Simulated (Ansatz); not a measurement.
All-electron LAPW in Ansatz 0.2.0 under PBE, scalar-relativistic, energies extrapolated to zero smearing. Slabs are 1×1 cells cut from bulk crystals relaxed on PAW files, with atoms then relaxed, 16 to 20 Å of vacuum, a dipole correction, k spacings of 0.16 to 0.26 Å⁻¹ and smearing of 0.02 to 0.1 eV, without spin–orbit coupling or spin polarisation. The bulk type named needn't be the stable one, and no reconstruction is allowed.

(1) Order these slabs by work function, lowest first.
A. fcc Al (111), 6 layers
B. fcc Al (110), 5 layers
C. fcc Al (110), 3 layers
D. fcc Al (110), 1 layer

Answers

(1) D (3.90 eV), B (3.96 eV), A (4.05 eV), C (4.28 eV).
